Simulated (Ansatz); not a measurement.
Eu (Im-3m): spin–orbit coupling in one pass over the collinear state, moments along [001]

All numbers below come from DFT, PBE, all-electron LAPW, Dirac equation with spin-orbit coupling (Ansatz 0.2.0).

Command: `ansatz run input.yaml --threads 3 --pin off --max-ram 6144MiB --backend cpu --events-out ev --progress --plain --runs-dir out`

The folder start holds the state saved by an earlier run of the same cell (collinear, scalar-relativistic); this run solves the spinor bands once in its potential and doesn't iterate.

```yaml
crystal:
  lattice:
    - [-2.303, 2.303, 2.303]
    - [2.303, -2.303, 2.303]
    - [2.303, 2.303, -2.303]
  atoms:
    - { symbol: Eu, position: [0.0, 0.0, 0.0], spin: 7.1, spin_axis: [0.0, 0.0, 1.0] }
magnetization:
  noncollinear: true
  spin_orbit: true
kpoints:
  mp_grid: { grid: [8, 8, 8] }
scf:
  occupations: { method: fermi_dirac, width: 0.05 }
hamiltonian:
  xc: pbe
  pseudopotentials: { kind: all_electron, lapw: { basis_error: 0.00025 } }
output:
  eigenvalues: false
  hubbard: { sites: [{ species: Eu, l: f }] }
checkpoint:
  read: start
  post_process_only: true
```

Output:

```
Warning: checkpoint.read: spin treatment differs: saved collinear, current noncollinear; the saved charge density seeds this run and the saved magnetisation is carried along the axis that this deck's starting moments share; the saved density holds an absolute magnetisation of 7.4e0 μB; saved orbitals and DFT+U occupations are not carried
Warning: checkpoint.read: magnetization.spin_orbit differs: this deck has the coupling, and the saved state was converged under scalar relativity for Eu (and on the j-weighted average for any other species). The pass solves this deck's Hamiltonian once at the saved density, which is not self-consistent under the coupling. Its levels lack that density's response to the spin–orbit term and to the ch …
settings of this run that can trade accuracy for cost: output.eigenvalues: false. Do not mix this run's numbers with those of runs without the same settings; the input reference describes each key
Eu: projections on atomic orbitals take those of the free atom 1s2 2s2 2p6 3s2 3p6 3d10 4s2 4p6 4d10 4f7 5s2 5p6 5d0 6s2, of charge +0.00 (hamiltonian.pseudopotentials.projection_atoms)
LAPW: plane waves up to 6.882 Å⁻¹, error target 2.5e-4 eV per atom; Dirac's equation on spinors; Eu in spheres of 1.994 Å, 27 of its electrons in bands (how accurate: hamiltonian.pseudopotentials.lapw.basis_error, Limitations)
band count auto-derived: 40 (N_el = 27.0; filled up to band 27; 36 by the electrons, moments and atoms)
Engine: ansatz 0.2.0
Pseudopotentials: kind: all_electron
Pseudopotential: Eu, LAPW, valence charge 27, lapw/all_electron/dirac/gaussian/Eu, Dirac's equation, gaussian nucleus
Functional definition: PBE
  parameter kappa = 0.804
  parameter beta = 0.06672455060314922
  exchange = pbe_x(kappa = kappa, mu = beta*pi^2/3)
  correlation = pbe_c(beta = beta)
Crystal: 1 atoms, lattice volume = 48.859 Å³
Basis set: ecut = 180.4427010888637 eV, 249 PW (Γ), exchange–correlation at level 2
Bands: 40, of which v1, the nominal top of the filled ones, is band 27 counted from 1 (26 counted from 0)
Symmetry: 8 space group operations + 8 with time reversal
Magnetic group: BNS 139.537 (UNI 1197), of the structure as read, at distance tolerance 3.7e-5 Å
k-points: 59 of 512 (time reversal used)
Non-local potential: Eu, projectors of the file, none
Initial density: read from a saved state, or passed on in memory by an earlier SCF of this step, an earlier step, the calling program or the single point that the run made first
Starting moments: Σ|m| = 7.1 μB on 1 of 1 site; this step starts from the density that it was given
Initial wavefunctions: plane waves of lowest kinetic energy (no species holds an atomic orbital)
Functional: x = pbe(κ = 0.804, μ = 0.2195149727645171), c = pbe(β = 0.06672455060314922)
NSCF: frozen V_eff on 59 k-points
the basis was enlarged: its passes take 8.4 MiB over the memory plan, 3 of 3 planned eigensolver slots
SCF 1: post-processed at a frozen density that is not taken as self-consistent under this run
WARN: this state was not checked for a lower one beside it: the run's test of it (scf.lower_state_search) could not run behind this SCF: none is made under non-collinear spin (noncollinear)
post-processed at a frozen density that is not taken as self-consistent under this run (a non-self-consistent diagonalisation pass)
Frozen density: not held to its close: it was read across a difference from the run that saved it, as the warnings at the start of the run say
Magnetization: |M| = 7.3109 μB,  M = (+0.0000, +0.0000, +7.3109) μB
Absolute magnetization: 7.3109 μB (∫|m|)
  site 0: m = (+0.0000, +0.0000, +7.1296) μB, |m| = 7.1296 μB  (R = 1.99 Å)
Free energy (F): not given: this pass's two estimates of its total disagree by 1.075e-1 eV and its dr2_mag is 2.159e-4 eV, 1.077e-1 eV together, over the energy gate of 1.000e-4 eV (scf.convergence.dr2_threshold). Run an SCF of this deck for it, without checkpoint.post_process_only or, of a chain, under workflow.steps: [scf]
Harris-Foulkes:  -295292.389852 eV
Entropy (-TS):   -0.016284 eV (-16.284 meV/atom)
Fermi energy:    9.187741 eV
--- Occupation matrices: 1 shell (Löwdin-built; ε = 2.00e-2, provisional) ---
  Eu0 f_4F: site group Oh (m-3m)
  Eu0 f_4F spinor Tr n = 6.8617  λ = 0.000 0.000 0.000 0.000 0.000 0.000 0.000 0.949 0.967 0.973 0.990 0.992 0.994 0.995  [7× z3 0.14 (T1u 0.43) G3/2u(0.56) | 7× x(x2-3y2) 0.14 (T2u 0.43) G3/2u(0.58)]
  Tr n, λ and their labels are of the run-group-symmetrised matrices; stabiliser: 16 of 96 elements of G0×{1,Θ} (closed), max defect 3.7e-15 at τ = 4.2e-3
settings of this run that can trade accuracy for cost: output.eigenvalues: false. Do not mix this run's numbers with those of runs without the same settings; the input reference describes each key
```

Site moments (μB): Eu (0.00, 0.00, 7.13). Cell moment 7.31 μB.

Without U a semilocal functional puts the f levels too near the Fermi level, which can change moments and the order of magnetic states; site and cell moments are spin moments. In at least one run the program's final test of stability wasn't made or came to no verdict. With open f shells a run can end in a state that isn't the lowest. None of this fixes the real material's magnetic order: only patterns that fit the cell were computed, at zero temperature, with a functional that can overstate moments.

It took 9.2 s on 3 threads of Arm Neoverse V2, with other jobs on the host, peak memory 0.55 GiB.
